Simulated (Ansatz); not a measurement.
Q: Name crystals whose computed values (DFT-PBE in the program Ansatz with PAW potentials) fall in these windows: G_Hill (GPa) 5.7 to 6.9; gap (eV) 1.2 to 1.5; HSE06 gap (eV) 2.3 to 2.9.

A: 

```tsv
crystal	G_Hill (GPa)	gap (eV)	HSE06 gap (eV)
AgI, zinc blende	6.2	1.34	2.51
```
Others may fit too.

The cell was relaxed under the symmetry of its start. Rows with no word on spin ran without spin polarisation. Scalar-relativistic: spin–orbit coupling is off unless named, which matters more the heavier the elements.

Potentials: the later of the program's two PAW sets.
